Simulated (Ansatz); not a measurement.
Ag:
```xyz
1
Lattice="0.0000 2.0265 2.0265 2.0265 0.0000 2.0265 2.0265 2.0265 0.0000" Properties=species:S:1:pos:R:3 pbc="T T T"
Ag     0.0000     0.0000     0.0000
```

Relaxed with plane-wave PAW PBEsol (Ansatz code). Indices refer to the conventional cell of Fm-3m, a = b = c = 4.053 Å, α = β = γ = 90.00°.

Q: Simulate the powder diffraction pattern (Fe Kα, λ = 1.93735 Å; lines above 1 %) up to 2θ = 90°.

A: Simulated powder pattern, Fe Kα, λ = 1.93735 Å (kinematic, ideal powder, no thermal factors, no anomalous dispersion; the 30 strongest lines at most, above 1 %, up to 2θ = 90°):

```json
[
 {"2θ (°)": "48.91", "d (Å)": "2.340", "I/Imax (%)": "100", "hkl": "(111)"},
 {"2θ (°)": "57.11", "d (Å)": "2.027", "I/Imax (%)": "47", "hkl": "(200)"},
 {"2θ (°)": "85.06", "d (Å)": "1.433", "I/Imax (%)": "31", "hkl": "(220)"}
]
```

The PBEsol relaxation kept the symmetry of its start. No spin polarisation was allowed.

Potentials: the later of the program's two PAW sets.
